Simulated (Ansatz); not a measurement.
## Choice of functional: Co

```
Co
1.0
     2.49539    0.00000    0.00000
    -1.24770    2.16107    0.00000
     0.00000    0.00000    4.03175
Co
2
Direct
  0.33333 0.66667 0.25000
  0.66667 0.33333 0.75000
```

Atom numbers follow the list: Co1, Co2.

The structure comes from a relaxation in the same program, started in the hcp type, and has space group P6_3/mmc. Whether it is a known phase or the ground state wasn't checked.

One fixed cell is solved with several functionals by frozen-core PAW in Ansatz 0.2.0, scalar-relativistically. A positive pressure means that the functional wants a larger cell.

The PAW files were made with PBE; their cores are remade for each functional.

Sampling and basis: a Γ-centred 17×17×9 k mesh, Fermi–Dirac smearing of 0.05 eV, cutoff 420 eV, spin-polarised from start moments Co1 2, Co2 2 μB.

Cutoffs: PBE 420 eV, LDA 420 eV, PBEsol 420 eV, r²SCAN 500 eV.

Q: One of the runs gave P (GPa) = -10.09, spin moment on Co1 (μB) = 1.69, lowest spin-up level at Γ above −25 eV, from the valence-band top or, without a gap, the Fermi level (eV) = -9.06. Which setting was it?
A. PBE
B. LDA
C. r²SCAN
D. PBEsol

A: D. The full set:
| setting | P (GPa) | spin moment on Co1 (μB) | lowest spin-up level at Γ above −25 eV, from the valence-band top or, without a gap, the Fermi level (eV) |
| --- | --- | --- | --- |
| PBE | -0.02 | 1.70 | -9.01 |
| LDA | -18.29 | 1.64 | -9.02 |
| PBEsol | -10.09 | 1.69 | -9.06 |
| r²SCAN | -5.11 | 1.90 | -9.45 |
